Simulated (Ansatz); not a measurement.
Given:

ZnAu:
```
CELL_PARAMETERS angstrom
      3.09575     0.00000     0.00000
      0.00000     3.09575     0.00000
      0.00000     0.00000     3.09575
ATOMIC_POSITIONS crystal
  Zn 0.50000 0.50000 0.50000
  Au 0.00000 0.00000 0.00000
```

This is the LDA-relaxed structure.

**Question.** All from LDA in the plane-wave PAW code Ansatz, unless another level is named. Predict the highest zone-centre frequency.

**Answer.** 149 cm⁻¹.

**Question.** And the bulk modulus (Birch–Murnaghan fit)?

**Answer.** 159 GPa.

Space group Pm-3m (CsCl type). The cell was relaxed with LDA under the symmetry of its start; of distortions, only those at the zone centre were tested. As this level gives no gap, phonon frequencies hold no LO–TO term and depend on the k-mesh and smearing (Fermi–Dirac, 0.1 eV here). Spin–orbit coupling is left out wherever it is not named.

Potentials: the later of the program's two PAW sets.
